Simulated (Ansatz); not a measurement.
Relaxed SiC (wurtzite):

```
CELL_PARAMETERS angstrom
      6.15061     0.00000     0.00000
     -1.53765     2.66329     0.00000
      0.00000     0.00000     5.04816
ATOMIC_POSITIONS crystal
  Si 0.33333 0.33333 0.00050
  Si 0.83333 0.33333 0.00050
  Si 0.16667 0.66667 0.50050
  Si 0.66667 0.66667 0.50050
  C  0.33333 0.33333 0.62470
  C  0.83333 0.33333 0.62470
  C  0.16667 0.66667 0.12470
  C  0.66667 0.66667 0.12470
```

A phonon eigenvector at M = (0.5, 0.0, 0.0) is frozen into this cell: atom i moves by Q times the vector below, so Q is the largest atomic displacement, in Å. The cell is held. (q is in reciprocal vectors of the primitive cell; the cell shown is doubled to hold the pattern.)

| atom | x | y | z |
|---|---|---|---|
| Si1 | 0.038 | 0.022 | -0.151 |
| Si2 | -0.038 | -0.022 | 0.151 |
| Si3 | 0.038 | 0.022 | 0.151 |
| Si4 | -0.038 | -0.022 | -0.151 |
| C5 | -0.824 | -0.476 | 0.309 |
| C6 | 0.824 | 0.476 | -0.309 |
| C7 | -0.824 | -0.476 | -0.309 |
| C8 | 0.824 | 0.476 | 0.309 |

All values below come from r2SCAN (plane waves to 500 eV, PAW, scalar-relativistic; Ansatz, an electronic-structure program). k mesh 6×12×7 (Γ-centred), Fermi-Dirac smearing 0.05 eV. E stands for the smeared free energy. SiC was relaxed with its symmetry unable to fall. The zero of ΔE is the undisplaced structure.

| Q (Å) | ΔE (meV/cell) |
|---|---|
| -0.1000 | 701 |
| -0.0833 | 486 |
| -0.0667 | 311 |
| -0.0500 | 175 |
| -0.0333 | withheld |
| -0.0167 | 19 |
| 0.0000 | 0 |
| 0.0167 | 19 |
| 0.0333 | withheld |
| 0.0500 | 175 |
| 0.0667 | 311 |
| 0.0833 | 486 |
| 0.1000 | 701 |

**Question.** Fit an even polynomial form (powers 2, 4) to the given rows and predict ΔE at Q = -0.0333.

**Answer.** Least squares on the 11 given rows: ΔE = (69840)·Q² + (26250)·Q⁴, in meV/cell with Q in Å; root-mean-square residual 0.3 meV/cell. At -0.0333 the fit gives 77 meV/cell; the calculation gives 78 meV/cell, so the interpolation is off by -1 (-1.3 %). The quadratic term alone would give 77 meV/cell.

(For displaced atoms, the force is minus the slope of the energy, and its curvature is a force constant, which sets phonon frequencies.)
